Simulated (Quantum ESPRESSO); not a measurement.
# Nb2ZrF2O6: one run as intended and one with a planted mistake

Simulated, not a measurement. The program is pw.x of Quantum ESPRESSO 7.5 (plane-wave density functional theory). The cell is made up: 11 atoms on a rutile lattice with one site empty, with randomly drawn elements, strain and displacements, not relaxed. PseudoDojo standard norm-conserving files (v0.5 for PBE, v0.4.1 for LDA and PBEsol) set the functional; there is no spin polarisation, spin-orbit coupling or dispersion term, and the masses in the input are unused placeholders.

Intended input:

```
&control calculation='scf', pseudo_dir='./dojo.nc.sr.pbe.v0_5.standard.upf', outdir='./o', disk_io='medium', tprnfor=.true., tstress=.true. /
&system ibrav=0, nat=11, ntyp=4, nbnd=50, ecutwfc=84.00895049, nosym=.true., tot_charge=0,
 occupations='smearing', smearing='fd', degauss=0.0018374661
/
&electrons conv_thr=7.350e-09, electron_maxstep=60, /
ATOMIC_SPECIES
F 1.0 F.upf
Nb 1.0 Nb.upf
O 1.0 O.upf
Zr 1.0 Zr.upf
CELL_PARAMETERS angstrom
5.03 0.0 0.0
0.0 5.03 0.0
0.0 0.0 6.7135
ATOMIC_POSITIONS angstrom
Nb -0.0805 0.1794 0.2883
Zr 0.1336 -0.0465 3.3069
Nb 2.438 2.519 4.9901
F 1.5262 1.4217 0.1142
O 3.633 3.4612 0.0403
O 4.137 0.9546 1.7762
O 1.0546 3.9938 1.7477
O 1.6301 1.7938 3.3435
O 3.4069 3.5136 3.2725
F 4.0801 1.0304 5.1193
O 0.9577 3.9709 5.002
K_POINTS automatic
4 4 3 1 1 1
```

The log is shortened where brackets say so; the opening notice, blank lines, dates and the lines on written files are dropped, and the path of the files is cut. It prints rydbergs, bohrs and kilobars, and counts compression as positive stress. Where no state is partly filled, the Fermi energy that it prints is only some level between the filled and the empty states on the mesh, and need not lie in the true gap.

Log of the intended run:

```
     Program PWSCF v.7.5
     Parallel version (MPI & OpenMP), running on       1 processor cores
     Number of MPI processes:                 1
     Threads/MPI process:                     1
     [start-up lines left out]
     bravais-lattice index     =            0
     lattice parameter (alat)  =       9.5053  a.u.
     unit-cell volume          =    1146.2558 (a.u.)^3
     number of atoms/cell      =           11
     number of atomic types    =            4
     number of electrons       =        88.00
     number of Kohn-Sham states=           50
     kinetic-energy cutoff     =      84.0090  Ry
     charge density cutoff     =     336.0358  Ry
     scf convergence threshold =      7.3E-09
     mixing beta               =       0.7000
     number of iterations used =            8  plain     mixing
     Exchange-correlation= PBE
                           (   1   4   3   4   0   0   0)
     [axes and pseudopotential details left out]
   Cartesian axes
     site n.     atom                  positions (alat units)
         1        Nb     tau(   1) = (  -0.0160040   0.0356660   0.0573161  )
         2        Zr     tau(   2) = (   0.0265606  -0.0092445   0.6574354  )
         3        Nb     tau(   3) = (   0.4846918   0.5007952   0.9920676  )
         4        F      tau(   4) = (   0.3034195   0.2826441   0.0227038  )
         5        O      tau(   5) = (   0.7222664   0.6881113   0.0080119  )
         6        O      tau(   6) = (   0.8224652   0.1897813   0.3531213  )
         7        O      tau(   7) = (   0.2096620   0.7939960   0.3474553  )
         8        O      tau(   8) = (   0.3240755   0.3566203   0.6647117  )
         9        O      tau(   9) = (   0.6773161   0.6985288   0.6505964  )
        10        F      tau(  10) = (   0.8111531   0.2048509   1.0177535  )
        11        O      tau(  11) = (   0.1903976   0.7894433   0.9944334  )
     number of k points=    24  Fermi-Dirac smearing, width (Ry)=  0.0018
                       cart. coord. in units 2pi/alat
        k(    1) = (   0.1250000   0.1250000   0.1248728), wk =   0.0833333
        k(    2) = (   0.1250000   0.1250000  -0.3746183), wk =   0.0833333
     [further k points left out]
     Dense  grid:   119283 G-vectors     FFT dimensions: (  60,  60,  75)
     Estimated max dynamical RAM per process >     178.32 MB
     Initial potential from superposition of free atoms
     starting charge      87.9930, renormalised to      88.0000
     Starting wfcs are   62 randomized atomic wfcs
     total cpu time spent up to now is        7.6 secs
     per-process dynamical memory:    97.9 Mb
     Self-consistent Calculation
     iteration #  1     ecut=    84.01 Ry     beta= 0.70
     Davidson diagonalization with overlap
     ethr =  1.00E-02,  avg # of iterations =  2.0
     total cpu time spent up to now is       24.5 secs
     total energy              =    -643.39771642 Ry
     estimated scf accuracy    <       7.86450649 Ry
     iteration #  2     ecut=    84.01 Ry     beta= 0.70
     Davidson diagonalization with overlap
     ethr =  8.94E-03,  avg # of iterations =  6.0
     total cpu time spent up to now is       63.4 secs
     total energy              =    -636.97571111 Ry
     estimated scf accuracy    <      98.22293208 Ry
     [iterations 3 to 19 left out]
     iteration # 20     ecut=    84.01 Ry     beta= 0.70
     Davidson diagonalization with overlap
     ethr =  1.86E-11,  avg # of iterations =  4.3
     total cpu time spent up to now is      432.0 secs
     total energy              =    -648.00238872 Ry
     estimated scf accuracy    <          9.7E-09 Ry
     iteration # 21     ecut=    84.01 Ry     beta= 0.70
     Davidson diagonalization with overlap
     ethr =  1.11E-11,  avg # of iterations =  2.6
     total cpu time spent up to now is      446.0 secs
     End of self-consistent calculation
     [lines on levels left out]
     the Fermi energy is     6.3431 ev
!    total energy              =    -648.00238872 Ry
     estimated scf accuracy    <          3.8E-09 Ry
     smearing contrib. (-TS)   =      -0.00000000 Ry
     internal energy E=F+TS    =    -648.00238872 Ry
     The total energy is F=E-TS. E is the sum of the following terms:
     one-electron contribution =    -256.65432660 Ry
     hartree contribution      =     165.69562017 Ry
     xc contribution           =    -142.94651866 Ry
     ewald contribution        =    -414.09716364 Ry
     convergence has been achieved in  21 iterations
     Forces acting on atoms (cartesian axes, Ry/au):
     atom    1 type  2   force =    -0.04922000   -0.20647093    0.13195277
     atom    2 type  4   force =     0.02012177   -0.09656818   -0.04283350
     atom    3 type  2   force =    -0.02340660    0.16936462   -0.20720931
     atom    4 type  1   force =    -0.00951861   -0.00314365   -0.05500564
     atom    5 type  3   force =     0.04147588    0.09550195   -0.08735741
     atom    6 type  3   force =     0.05371134   -0.04397180   -0.08239018
     atom    7 type  3   force =    -0.11614008    0.14589282   -0.04418333
     atom    8 type  3   force =    -0.00608913   -0.05878860    0.17238365
     atom    9 type  3   force =     0.04035383    0.01498881    0.16856065
     atom   10 type  1   force =    -0.00089974   -0.00035086    0.01713801
     atom   11 type  3   force =     0.04961133   -0.01645420    0.02894429
     Total force =     0.532416     Total SCF correction =     0.000126
     Computing stress (Cartesian axis) and pressure
          total   stress  (Ry/bohr**3)                   (kbar)     P=     -213.84
  -0.00117175  -0.00027750  -0.00016884         -172.37      -40.82      -24.84
  -0.00027750  -0.00145695  -0.00005358          -40.82     -214.32       -7.88
  -0.00016884  -0.00005358  -0.00173223          -24.84       -7.88     -254.82
     init_run     :      7.13s CPU      7.55s WALL (       1 calls)
     electrons    :    422.56s CPU    438.38s WALL (       1 calls)
     forces       :      2.91s CPU      2.93s WALL (       1 calls)
     stress       :     10.19s CPU     10.23s WALL (       1 calls)
     [timing details left out]
     PWSCF        :   7m22.91s CPU   7m39.35s WALL
     JOB DONE.
```

A second run has one planted mistake: the k-point mesh is too coarse. The input lines that differ, file-writing options aside:

```
- 4 4 3 1 1 1
+ 2 2 2 1 1 1
```

Its log:

```
     Program PWSCF v.7.5
     Parallel version (MPI & OpenMP), running on       1 processor cores
     Number of MPI processes:                 1
     Threads/MPI process:                     1
     [start-up lines left out]
     bravais-lattice index     =            0
     lattice parameter (alat)  =       9.5053  a.u.
     unit-cell volume          =    1146.2558 (a.u.)^3
     number of atoms/cell      =           11
     number of atomic types    =            4
     number of electrons       =        88.00
     number of Kohn-Sham states=           50
     kinetic-energy cutoff     =      84.0090  Ry
     charge density cutoff     =     336.0358  Ry
     scf convergence threshold =      7.3E-09
     mixing beta               =       0.7000
     number of iterations used =            8  plain     mixing
     Exchange-correlation= PBE
                           (   1   4   3   4   0   0   0)
     [axes and pseudopotential details left out]
   Cartesian axes
     site n.     atom                  positions (alat units)
         1        Nb     tau(   1) = (  -0.0160040   0.0356660   0.0573161  )
         2        Zr     tau(   2) = (   0.0265606  -0.0092445   0.6574354  )
         3        Nb     tau(   3) = (   0.4846918   0.5007952   0.9920676  )
         4        F      tau(   4) = (   0.3034195   0.2826441   0.0227038  )
         5        O      tau(   5) = (   0.7222664   0.6881113   0.0080119  )
         6        O      tau(   6) = (   0.8224652   0.1897813   0.3531213  )
         7        O      tau(   7) = (   0.2096620   0.7939960   0.3474553  )
         8        O      tau(   8) = (   0.3240755   0.3566203   0.6647117  )
         9        O      tau(   9) = (   0.6773161   0.6985288   0.6505964  )
        10        F      tau(  10) = (   0.8111531   0.2048509   1.0177535  )
        11        O      tau(  11) = (   0.1903976   0.7894433   0.9944334  )
     number of k points=     4  Fermi-Dirac smearing, width (Ry)=  0.0018
                       cart. coord. in units 2pi/alat
        k(    1) = (   0.2500000   0.2500000   0.1873092), wk =   0.5000000
        k(    2) = (   0.2500000   0.2500000  -0.1873092), wk =   0.5000000
     [further k points left out]
     Dense  grid:   119283 G-vectors     FFT dimensions: (  60,  60,  75)
     Estimated max dynamical RAM per process >     178.32 MB
     Initial potential from superposition of free atoms
     starting charge      87.9930, renormalised to      88.0000
     Starting wfcs are   62 randomized atomic wfcs
     total cpu time spent up to now is        3.7 secs
     per-process dynamical memory:    96.7 Mb
     Self-consistent Calculation
     iteration #  1     ecut=    84.01 Ry     beta= 0.70
     Davidson diagonalization with overlap
     ethr =  1.00E-02,  avg # of iterations =  2.0
     total cpu time spent up to now is        7.9 secs
     total energy              =    -643.40028448 Ry
     estimated scf accuracy    <       7.86138600 Ry
     iteration #  2     ecut=    84.01 Ry     beta= 0.70
     Davidson diagonalization with overlap
     ethr =  8.93E-03,  avg # of iterations =  6.0
     total cpu time spent up to now is       14.3 secs
     total energy              =    -636.99402737 Ry
     estimated scf accuracy    <      98.13378241 Ry
     [iterations 3 to 18 left out]
     iteration # 19     ecut=    84.01 Ry     beta= 0.70
     Davidson diagonalization with overlap
     ethr =  7.34E-11,  avg # of iterations =  5.0
     total cpu time spent up to now is       74.6 secs
     total energy              =    -648.00213975 Ry
     estimated scf accuracy    <       0.00000001 Ry
     iteration # 20     ecut=    84.01 Ry     beta= 0.70
     Davidson diagonalization with overlap
     ethr =  1.31E-11,  avg # of iterations =  4.8
     total cpu time spent up to now is       78.1 secs
     End of self-consistent calculation
     [lines on levels left out]
     the Fermi energy is     6.2553 ev
!    total energy              =    -648.00213975 Ry
     estimated scf accuracy    <          3.6E-09 Ry
     smearing contrib. (-TS)   =      -0.00000000 Ry
     internal energy E=F+TS    =    -648.00213975 Ry
     The total energy is F=E-TS. E is the sum of the following terms:
     one-electron contribution =    -256.65105131 Ry
     hartree contribution      =     165.69163993 Ry
     xc contribution           =    -142.94556474 Ry
     ewald contribution        =    -414.09716364 Ry
     convergence has been achieved in  20 iterations
     Forces acting on atoms (cartesian axes, Ry/au):
     atom    1 type  2   force =    -0.04940762   -0.20627914    0.13136346
     atom    2 type  4   force =     0.01996983   -0.09694395   -0.04391504
     atom    3 type  2   force =    -0.02375444    0.16890932   -0.20740497
     atom    4 type  1   force =    -0.00933419   -0.00314442   -0.05520234
     atom    5 type  3   force =     0.04166092    0.09555697   -0.08781080
     atom    6 type  3   force =     0.05373453   -0.04409256   -0.08228410
     atom    7 type  3   force =    -0.11590116    0.14582874   -0.04395828
     atom    8 type  3   force =    -0.00613625   -0.05841347    0.17369722
     atom    9 type  3   force =     0.04113013    0.01553082    0.16909972
     atom   10 type  1   force =    -0.00126164   -0.00008243    0.01739938
     atom   11 type  3   force =     0.04929989   -0.01686989    0.02901577
     Total force =     0.532964     Total SCF correction =     0.000158
     Computing stress (Cartesian axis) and pressure
          total   stress  (Ry/bohr**3)                   (kbar)     P=     -213.91
  -0.00116804  -0.00027585  -0.00017107         -171.82      -40.58      -25.17
  -0.00027585  -0.00145440  -0.00005401          -40.58     -213.95       -7.95
  -0.00017107  -0.00005401  -0.00173995          -25.17       -7.95     -255.96
     init_run     :      3.35s CPU      3.63s WALL (       1 calls)
     electrons    :     72.43s CPU     74.43s WALL (       1 calls)
     forces       :      0.84s CPU      0.84s WALL (       1 calls)
     stress       :      2.64s CPU      2.67s WALL (       1 calls)
     [timing details left out]
     PWSCF        :   1m19.37s CPU   1m21.75s WALL
     JOB DONE.
```

|  | intended run | run with the mistake |
| --- | --- | --- |
| free energy (eV) | -8816.522 | -8816.518 |
| smearing term -TS (eV) | 0.0000 | 0.0000 |
| pressure (GPa) | -21.38 | -21.39 |
| largest force component (eV/Å) | 5.328 | 5.333 |
| largest change of a force component (eV/Å) |  | 0.034 |
| iterations | 21 | 20 |

For scale, a rerun of the intended cell at a cutoff of 1467 eV and k mesh 6 x 6 x 5 moved values by no more than 0.004 eV in energy, 0.04 GPa in stress and 0.002 eV/Å in force.